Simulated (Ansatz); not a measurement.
KI (rock salt)

```xyz
4
Lattice="0.0000 7.1813 7.1813 3.5906 0.0000 3.5906 3.5906 3.5906 0.0000" Properties=species:S:1:pos:R:3 pbc="T T T"
I      0.0000     0.0000     0.0000
I      3.5906     7.1813     3.5906
K      3.5906     3.5906     3.5906
K      3.5906     7.1813     7.1813
```

The atoms are displaced by Q × the pattern below (from a DFPT mode at L = (0.5, 0.0, 0.0), largest move 1; Q in Å), at fixed cell. (q is in reciprocal vectors of the primitive cell; the cell shown is doubled to hold the pattern.)

| atom | x | y | z |
|---|---|---|---|
| I1 | -0.577 | 0.577 | 0.577 |
| I2 | 0.577 | -0.577 | -0.577 |

Atoms not listed stay in place.

Calculation: PBE (plane waves to 420 eV, PAW, scalar-relativistic; Ansatz, a first-principles code). k mesh 4×8×8 (Γ-centred), Fermi-Dirac smearing 0.05 eV. E stands for the smeared free energy. KI was relaxed with its symmetry unable to fall. Spin-orbit coupling is left out, though I is heavy. The relaxed volume of KI is well above the measured one; the method has no dispersion term. The zero of ΔE is the undisplaced structure.

| Q (Å) | ΔE (meV/cell) |
|---|---|
| -0.100 | 18.6 |
| -0.067 | 8.3 |
| -0.033 | 2.1 |
| 0.000 | 0.0 |
| 0.033 | 2.1 |
| 0.067 | 8.3 |
| 0.100 | 18.6 |

Problem. Which DFPT wavenumber at L = (0.5, 0.0, 0.0) belongs to this mode?
A) 80 cm⁻¹
B) 63 cm⁻¹
C) 46 cm⁻¹
D) 120 cm⁻¹

Solution. B, 63 cm⁻¹. The curvature of the scan gives 63 cm⁻¹

(A displaced cell: forces are minus the slopes of the energy, force constants its curvatures, and phonons follow from these.)
